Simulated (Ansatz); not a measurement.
# E(q) of FeIr (R-3m)

```
Fe Ir
1.0
     1.35843    0.78429    4.24978
    -1.35843    0.78429    4.24978
     0.00000   -1.56858    4.24978
Fe Ir
1 1
Cartesian
  0.0000 0.0000 0.0000
  0.0000 0.0000 6.3747
```

Geometry: a structure from the Materials Project; nothing is relaxed.

Functional, mesh and filling: LDA, 12×12×12 k mesh, Fermi–Dirac smearing of 0.05 eV. PAW means Ansatz 0.2.0 on its default frozen-core files. Site moments are integrated in spheres about the atoms. Start moments (μB): Fe1 2.4.

Flat spirals without spin–orbit coupling: moments start in the xy plane and turn about z by q·R from cell to cell, and their directions inside a cell are free. q runs from Γ to F = (0.500, 0.000, 0.500) in reciprocal cell vectors. Energies count from each method's run at q = 0. Each q is a vector of the k mesh, and the mesh is shifted by q/2 where needed, so that both spin components are sampled on the same points as at q = 0.

```
fraction of Γ–F  q (1/Å)  ΔF PAW (meV/cell)  largest moment, PAW (μB)
          0.000    0.000                0.0                      2.35
          0.167    0.237                  ?                      2.40
          0.333    0.474              -43.0                         ?
          0.500    0.712              -48.3                      2.38
          0.667    0.949              -22.1                      2.28
          0.833    1.186               +5.5                      2.21
          1.000    1.423              +13.6                      2.20
```

Task: Fill in "ΔF PAW (meV/cell)" for the row "0.167".

Result: -13.6.

Task: Fill in "largest moment, PAW (μB)" for the row "0.333".

Result: 2.43.

The lowest point lies at 0.500 of the way, 48.3 meV/cell under q = 0, so a modulated state wins along this line.

Task: The line ends at half a reciprocal vector. Fit ΔF(f) = A₁(1 − cos πf) + A₂(1 − cos 2πf) to the PAW points, leaving out f = 0.333. What does it give?

Result: A₁ = +8.8 and A₂ = -26.6 meV/cell, with a worst miss of 4.6 meV. At f = 0.333 the fit gives -35.5 meV against the computed -43.0. In a Heisenberg model A₁ and A₂ sum the couplings to the first and second lattice planes normal to q.

Task: A further pair of PAW runs: spiral at 0.333 of the way from Γ to F, mesh halved and not shifted, against the same at q = 0. What is the energy difference?

Result: -94.6 meV/cell, with a largest moment of 2.36 μB. The halved mesh isn't converged.

The PAW files were made with PBE; the program remakes their cores once for the run's functional and then keeps them frozen. The Ansatz runs typed with the search for lower states off end where their start leads. Spin–orbit coupling is left out although heavy atoms are present. The magnetic state is the one that this cell and start allow. It needn't be the compound's measured order, which may need a larger cell or be absent.
